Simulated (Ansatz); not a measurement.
# Does relaxation matter for the field gradients of Si₃N₄?

Start: an entry of the Crystallography Open Database (COD), atoms as given.

Space group P6_3/m (No. 176); a = 7.6374, c = 2.9220 Å, γ = 120.00°.

| site | Wyckoff | site symmetry | x | y | z |
| --- | --- | --- | --- | --- | --- |
| Si | 6h | m.. | 0.1921 | 0.7662 | 0.2500 |
| N7 | 2c | -6.. | 0.3333 | 0.6667 | 0.2500 |
| N9 | 6h | m.. | 0.3395 | 0.0354 | 0.2500 |

One atom of each set is listed.

The numbers come from a DFT calculation in Ansatz (PBE, plane waves and PAW, scalar-relativistic, 420 eV cutoff, Γ-centred 4×4×9 k-points, Fermi–Dirac smearing 0.02 eV).

The largest force at the start is 7.4 eV/Å. Relaxing the ions at fixed cell moves them by 0.144 Å at most (atom 3, Si) and 0.103 Å rms.

| site | moved (Å) | first shell before | first shell after | V_zz before (10²¹ V/m²) | η before |
| --- | --- | --- | --- | --- | --- |
| Si | 0.144 | 4 N at 1.60–1.79 Å | 4 N at 1.74 Å | -3.78 | 0.16 |
| N7 | 0.000 | 3 Si at 1.60 Å | 3 Si at 1.74 Å | -2.93 | 0.00 |
| N9 | 0.064 | 3 Si at 1.78–1.79 Å | 3 Si at 1.74 Å | -5.93 | 0.22 |

Question: How do the gradients change?

Answer: 

| site | V_zz after | η after | change of V_zz |
| --- | --- | --- | --- |
| Si | 0.96 | 0.47 | – |
| N7 | -5.02 | 0.00 | -2.09 |
| N9 | -5.08 | 0.07 | +0.85 |

The largest change of V_zz along a kept axis is on N7, from -2.93 to -5.02. In per cent, |V_zz| changes by -14 to +71 on N (all sites that start above 0.5, bar those whose gradient vanishes or changes sign or whose main axis turns by over 40°). On Si the largest principal value lies along another axis in the second run, so the two V_zz can't be compared directly. Forces this large mark an entry whose positions are poorly determined or wrongly transcribed.

Before: The database positions are far from the calculated equilibrium, so these values describe the entry as written and may be far from the real compound's.
After: The database positions were far from equilibrium, so the relaxed structure may not be the compound's real one.
